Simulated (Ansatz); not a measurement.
# MgNb4O10: field gradients at two levels of theory

Cell: a computed structure from the Materials Project (it need not be an observed phase), atoms as given.

```yaml
crystal:
  lattice:
    - [5.11302, 0.00000, 0.00000]
    - [0.00612, 5.68944, 0.00000]
    - [2.49019, 1.57974, 6.37087]
  atoms:
    - { symbol: Mg, position: [0.23825, 0.34977, 0.05699] }
    - { symbol: Nb, position: [0.87312, 0.27419, 0.74042] }
    - { symbol: Nb, position: [0.59376, 0.19796, 0.33744] }
    - { symbol: Nb, position: [0.13036, 0.73176, 0.27275] }
    - { symbol: Nb, position: [0.39827, 0.79535, 0.68002] }
    - { symbol: O, position: [0.87280, 0.37044, 0.39277] }
    - { symbol: O, position: [0.24831, 0.15029, 0.60377] }
    - { symbol: O, position: [0.13357, 0.63904, 0.59088] }
    - { symbol: O, position: [0.74024, 0.84740, 0.39980] }
    - { symbol: O, position: [0.13593, 0.72779, 0.00031] }
    - { symbol: O, position: [0.89377, 0.24654, 0.01136] }
    - { symbol: O, position: [0.42009, 0.49869, 0.22978] }
    - { symbol: O, position: [0.65503, 0.99920, 0.76938] }
    - { symbol: O, position: [0.55427, 0.48015, 0.78028] }
    - { symbol: O, position: [0.33815, 0.03668, 0.20814] }
```

Atom numbers follow the list; atoms alike are taken as one site, whose name carries the number of the first.

First run. All values are calculated (Ansatz; DFT, PBE, plane waves and PAW, scalar-relativistic, 420 eV cutoff, Γ-centred 6×6×5 k-points, Fermi–Dirac smearing 0.05 eV), not measured.

| site | atom | V_zz (10²¹ V/m²) | η |
| --- | --- | --- | --- |
| Mg | 1 | 1.40 | 0.55 |
| Nb2 | 2 | 8.83 | 0.75 |
| Nb3 | 3 | 8.74 | 0.36 |
| Nb4 | 4 | -7.06 | 0.28 |
| Nb5 | 5 | 5.44 | 0.57 |
| O6 | 6 | -3.02 | 0.77 |
| O7 | 7 | 2.46 | 0.99 |
| O8 | 8 | -3.61 | 0.31 |
| O9 | 9 | -2.74 | 0.96 |
| O10 | 10 | 2.57 | 0.32 |
| O11 | 11 | -2.91 | 0.94 |
| O12 | 12 | 3.82 | 0.68 |
| O13 | 13 | -1.24 | 0.72 |
| O14 | 14 | 2.67 | 0.62 |

Second run. The same atoms and settings, except that the functional is r2SCAN and the cutoff is 500 eV.

Question: Given the first result, estimate the second.

Answer: 

| site | atom | V_zz | η | change of V_zz |
| --- | --- | --- | --- | --- |
| Mg | 1 | 1.44 | 0.57 | +0.04 |
| Nb2 | 2 | 8.98 | 0.77 | +0.15 |
| Nb3 | 3 | 8.90 | 0.34 | +0.16 |
| Nb4 | 4 | -7.02 | 0.28 | +0.04 |
| Nb5 | 5 | 5.63 | 0.56 | +0.19 |
| O6 | 6 | -3.11 | 0.73 | -0.09 |
| O7 | 7 | -2.59 | 0.93 | – |
| O8 | 8 | -3.81 | 0.29 | -0.20 |
| O9 | 9 | -2.88 | 0.90 | -0.14 |
| O10 | 10 | 2.66 | 0.25 | +0.09 |
| O11 | 11 | -2.98 | 0.96 | -0.07 |
| O12 | 12 | 4.09 | 0.66 | +0.27 |
| O13 | 13 | -1.37 | 0.95 | -0.13 |
| O14 | 14 | 2.83 | 0.60 | +0.16 |

The largest change of V_zz along a kept axis is on O12, from 3.82 to 4.09. In per cent, |V_zz| changes by +3 on Mg, -1 to +3 on Nb, +3 to +10 on O (all sites that start above 0.5, bar those whose gradient vanishes or changes sign or whose main axis turns by over 40°). Where |V_zz| stays above 0.1 and the axes keep their order, η moves most on O13, from 0.72 to 0.95. On O7 the largest principal value lies along another axis in the second run, so the two V_zz can't be compared directly. The table leaves out 1 of the 15 sites, with |V_zz| up to 2.51; their tensors move by 0.15 at most along any direction. The statements above cover all sites.

Without spin–orbit coupling (the program notes it for Nb) the gradients can shift somewhat, as the gap is small.
For the first run: At this cell the principal stresses reach 5 GPa in size with PBE, which can matter for small gradients. The largest force is 0.5 eV/Å, so the atoms aren't at the calculated equilibrium and relaxing them would move these values. With a gap of 0.3 eV under a smearing of 0.05 eV the band edges are partly filled, so small gradients can hang on the smearing and the k-mesh.
For the second run: At this cell the r2SCAN pressure is -9 GPa, so with r2SCAN the cell would shrink if it were relaxed. The entry's cell may itself be off. The largest force is 0.7 eV/Å, so the atoms aren't at the calculated equilibrium and relaxing them would move these values.
